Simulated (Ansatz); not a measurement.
The numbers come from plane-wave PAW DFT (Ansatz): PBE, no spin polarisation, 420 eV, 7×7×4 Γ-centred k points, cold occupations (width 0.0311 eV). Nothing was relaxed.

Computed maps in the lattice plane spanned by a (left to right, 3.95 Å, 12 points from zero) and b (bottom to top, 3.95 Å, 12 points from zero), 90° apart, at height 0.000 along c. The fields are smooth PAW ones with compensation charges, not the true ones near nuclei.

Valence density. Digits on a logarithmic scale: 0 up to 0.03 e/Å³, each further digit a factor of 1.6, 9 from 1.3 e/Å³ up:
```
998544444589
986444444468
654445654445
444468986444
444589998544
444699999644
444589998544
444468986444
654445654445
986444444468
998544444589
999644444699
```

Task: The cell is SnClO. Which atoms lie within 0.2 Å of this plane, and where (fractions of a and b)?

Result: O at (0.00, 0.00), O at (0.50, 0.50). The whole cell:
```yaml
crystal:
  lattice:
    - [3.95092, 0.00000, 0.00000]
    - [0.00000, 3.95092, 0.00000]
    - [0.00000, 0.00000, 6.69681]
  atoms:
    - { symbol: Cl, position: [0.00000, 0.50000, 0.63500] }
    - { symbol: Cl, position: [0.50000, 0.00000, 0.36500] }
    - { symbol: O, position: [0.00000, 0.00000, 0.00000] }
    - { symbol: O, position: [0.50000, 0.50000, 0.00000] }
    - { symbol: Sn, position: [0.00000, 0.50000, 0.18000] }
    - { symbol: Sn, position: [0.50000, 0.00000, 0.82000] }
```

Origin: a known structure type with other elements, at an estimated volume, so it need not be a known compound. Caveats: many states at the Fermi level without spin polarisation, so a magnetic state may lie lower.
